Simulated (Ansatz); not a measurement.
## Notes on Ta2N

```
Ta N
1.0
     0.00000    4.28435    0.00000
     4.28435    0.00000    0.00000
     2.14218    2.14218   -4.08034
Ta N
4 2
Direct
  0.25800 0.25800 0.48400
  0.00800 0.50800 0.98400
  0.49200 0.99200 0.01600
  0.74200 0.74200 0.51600
  0.00000 0.00000 0.00000
  0.75000 0.25000 0.50000
```

Method: PBEsol, no spin polarisation; PAW, plane waves to 420 eV, 9×9×9 Γ-centred mesh, fermi-dirac occupations (width 0.0141 eV) (Ansatz 0.2.0), atoms fixed.

Formation energy: -0.93 eV an atom against the elements' usual phases (free molecules for gases, crystals otherwise, with no correction for O₂ or N₂), so it is bound against them; other compounds may still compete. Relaxing would lower it.
Contacts: Ta–N at 2.11 Å: least valence density 0.68 e/Å³ and ELF 0.24 there. Both are smooth PAW fields, read partly inside the augmentation spheres.
Stress: The pressure is 14.2 GPa (compression positive), so with the atoms held at these fractions the cell would first expand. The principal stresses 12.1, 15.2, 15.2 GPa differ, so its shape would change too.
Forces: The largest is on Ta1 (and as large on other atoms): 0.56 eV/Å, components (0.00, 0.00, 0.56). It makes 180° with the line to a nearest neighbour, N5 at 2.11 Å, pointing away from it.
At the Fermi level: It is a metal, with about 2.7 states/eV a cell as the mean within 0.25 eV of the Fermi level, mostly Ta d (88 %).
Charges: Bader charges in e: Ta +0.89, N -1.79. In the mean Ta gives up most and N takes most.

Origin: a known structure type with other elements, at an estimated volume, so it need not be a known compound. Caveats: many states at the Fermi level without spin polarisation, so a magnetic state may lie lower.
